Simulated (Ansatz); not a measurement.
SiO2:
```yaml
crystal:
  lattice:
    - [4.94920, 0.00000, 0.00000]
    - [-2.47460, 4.28613, 0.00000]
    - [0.00000, 0.00000, 5.44188]
  atoms:
    - { symbol: Si, position: [0.52964, 0.52964, 0.00000] }
    - { symbol: Si, position: [0.47036, 0.00000, 0.33333] }
    - { symbol: Si, position: [0.00000, 0.47036, 0.66667] }
    - { symbol: O, position: [0.26694, 0.41251, 0.78550] }
    - { symbol: O, position: [0.58749, 0.85443, 0.11884] }
    - { symbol: O, position: [0.14557, 0.73306, 0.45217] }
    - { symbol: O, position: [0.41251, 0.26694, 0.21450] }
    - { symbol: O, position: [0.85443, 0.58749, 0.88116] }
    - { symbol: O, position: [0.73306, 0.14557, 0.54783] }
```

Relaxed with PBEsol.

Decompose the optical modes at the zone centre into irreducible representations, and say which are infrared and Raman allowed.

Point group 32: Γ_opt = 4A1 + 4A2 + 8E. Infrared: A2, E. Raman: A1, E.

Assign frequencies (DFPT, PBEsol in the plane-wave PAW code Ansatz; without the LO–TO term).

E 120, A1 197, E 248, A1 335, A2 340, E 370, E 421, A1 441, A2 465, E 675, A2 757, E 776, E 1044, A2 1051, A1 1061, E 1135 cm⁻¹.

Space group P3_121. The cell was relaxed with PBEsol under the symmetry of its start; phonons show weakly imaginary modes.

Potentials: the earlier of the program's two PAW sets. The files were generated under PBE; for other functionals the program regenerates the frozen cores, and for LDA and PBEsol the local potential too.
